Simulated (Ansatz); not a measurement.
Method: DFT r2SCAN, scalar-relativistic, plane waves, PAW in Ansatz.

Structure of TiSi$_{2}$:

```yaml
crystal:
  lattice:
    - [0.00000, 4.11599, 4.25811]
    - [2.39034, 0.00000, 4.25811]
    - [2.39034, 4.11599, 0.00000]
  atoms:
    - { symbol: Ti, position: [0.75000, 0.75000, 0.75000] }
    - { symbol: Ti, position: [0.50000, 0.50000, 0.50000] }
    - { symbol: Si, position: [0.08733, 0.41267, 0.08733] }
    - { symbol: Si, position: [0.41267, 0.08733, 0.41267] }
    - { symbol: Si, position: [0.16267, 0.83733, 0.16267] }
    - { symbol: Si, position: [0.83733, 0.16267, 0.83733] }
```

Settings: cutoff 500 eV, Γ-centred mesh 10×10×10 on the computed 6-atom cell, Gaussian smearing of 0.10 eV; no spin polarisation.

Levels along Γ–Y–T–Z–Γ–Σ0 | U0–T | Y–C0 | A0–Z, in eV from the Fermi level, sorted by energy at each point. Points in fractions of the primitive reciprocal vectors: Γ (0.000 0.000 0.000), Y (0.500 0.000 0.500), T (1.000 0.500 0.500), Z (0.500 0.500 0.000), Σ0 (0.000 0.413 0.413), U0 (1.000 0.587 0.587), C0 (0.500 0.244 0.744), A0 (0.500 0.756 0.256).
```csv
point,"k (1/Å, with 2π)",band 16,band 17,band 18,band 19,band 20,band 21,band 22
Γ,0.000,-2.78,-2.44,-2.32,-2.02,-1.57,-0.99,2.26
-,0.109,-2.80,-2.27,-2.26,-1.96,-1.65,-1.05,2.21
-,0.218,-2.83,-2.14,-1.91,-1.81,-1.81,-1.18,2.06
-,0.327,-2.85,-2.06,-1.80,-1.65,-1.60,-1.28,1.90
-,0.436,-2.85,-2.13,-1.63,-1.37,-1.22,-1.19,1.84
-,0.545,-2.82,-2.30,-1.85,-1.16,-1.07,-0.23,1.84
-,0.654,-2.74,-2.49,-2.19,-1.00,-0.96,0.69,1.74
Y,0.763,-2.64,-2.52,-2.52,-0.93,-0.93,1.39,1.39
-,0.869,-3.08,-2.10,-2.10,-0.92,-0.92,1.37,1.37
-,0.974,-3.58,-1.68,-1.68,-0.88,-0.88,1.30,1.30
-,1.079,-3.43,-1.30,-1.30,-0.82,-0.82,1.15,1.15
-,1.185,-2.81,-1.02,-1.02,-0.74,-0.74,0.97,0.97
-,1.290,-2.23,-0.88,-0.88,-0.70,-0.70,0.86,0.86
-,1.396,-1.72,-0.93,-0.93,-0.73,-0.73,0.89,0.89
T,1.501,-1.35,-1.17,-1.17,-0.72,-0.72,0.92,0.92
-,1.610,-1.48,-1.30,-1.30,-0.53,-0.53,0.87,0.87
-,1.719,-1.88,-1.34,-1.34,-0.32,-0.32,0.77,0.77
-,1.828,-2.36,-1.38,-1.38,-0.36,-0.36,0.76,0.76
-,1.937,-2.87,-1.43,-1.43,-0.63,-0.63,0.84,0.84
-,2.046,-3.24,-1.53,-1.53,-0.89,-0.89,0.87,0.87
-,2.155,-3.24,-1.69,-1.69,-1.04,-1.04,0.84,0.84
Z,2.264,-3.17,-1.78,-1.78,-1.07,-1.07,0.83,0.83
-,2.370,-2.74,-1.80,-1.75,-1.13,-1.08,-0.07,1.41
-,2.475,-2.31,-1.83,-1.74,-1.23,-1.15,-1.09,1.59
-,2.580,-2.12,-2.00,-1.87,-1.79,-1.34,-1.20,1.59
-,2.686,-3.11,-1.93,-1.92,-1.91,-1.44,-1.17,1.66
-,2.791,-3.11,-2.11,-2.07,-1.97,-1.51,-1.09,1.89
-,2.897,-2.88,-2.31,-2.26,-2.01,-1.55,-1.02,2.15
Γ,3.002,-2.78,-2.44,-2.32,-2.02,-1.57,-0.99,2.26
-,3.157,-3.08,-2.47,-2.38,-1.49,-1.47,-0.96,2.23
-,3.312,-3.21,-2.69,-1.47,-1.11,-0.86,-0.82,2.11
-,3.467,-2.82,-2.62,-0.54,-0.51,-0.40,-0.23,1.92
-,3.623,-2.54,-2.26,-0.16,0.06,0.38,0.50,1.45
-,3.778,-2.25,-1.99,0.24,0.24,0.75,0.85,1.05
-,3.933,-2.30,-1.91,0.01,0.49,0.54,0.76,1.13
Σ0,4.088,-2.22,-1.47,-0.47,0.06,0.16,0.79,1.03
U0,4.088,-2.22,-1.47,-0.47,0.06,0.16,0.79,1.03
-,4.121,-2.10,-1.37,-0.58,-0.05,0.00,0.82,1.01
-,4.153,-1.99,-1.27,-0.71,-0.17,-0.16,0.85,0.99
-,4.186,-1.86,-1.17,-0.83,-0.36,-0.27,0.87,0.97
-,4.218,-1.74,-1.07,-0.95,-0.55,-0.38,0.89,0.95
-,4.251,-1.60,-1.10,-0.94,-0.75,-0.49,0.90,0.94
-,4.284,-1.39,-1.23,-0.96,-0.83,-0.60,0.91,0.93
T,4.316,-1.35,-1.17,-1.17,-0.72,-0.72,0.92,0.92
Y,4.316,-2.64,-2.52,-2.52,-0.93,-0.93,1.39,1.39
-,4.408,-2.72,-2.36,-2.36,-0.96,-0.96,1.40,1.40
-,4.500,-2.79,-2.09,-2.09,-1.05,-1.05,1.44,1.44
-,4.592,-2.80,-1.79,-1.79,-1.19,-1.19,1.47,1.47
-,4.684,-2.78,-1.56,-1.56,-1.33,-1.33,1.45,1.45
-,4.775,-2.72,-1.53,-1.53,-1.40,-1.40,1.44,1.44
-,4.867,-2.64,-1.68,-1.68,-1.43,-1.43,1.47,1.47
C0,4.959,-2.53,-1.82,-1.82,-1.49,-1.49,1.49,1.49
A0,4.959,-2.53,-1.82,-1.82,-1.49,-1.49,1.49,1.49
-,5.055,-2.39,-1.97,-1.97,-1.48,-1.48,1.45,1.45
-,5.151,-2.34,-2.05,-2.05,-1.39,-1.39,1.41,1.41
-,5.247,-2.51,-1.96,-1.96,-1.32,-1.32,1.38,1.38
-,5.343,-2.75,-1.86,-1.86,-1.26,-1.26,1.22,1.22
-,5.439,-2.98,-1.80,-1.80,-1.19,-1.19,1.03,1.03
-,5.535,-3.12,-1.78,-1.78,-1.11,-1.11,0.88,0.88
Z,5.631,-3.17,-1.78,-1.78,-1.07,-1.07,0.83,0.83
```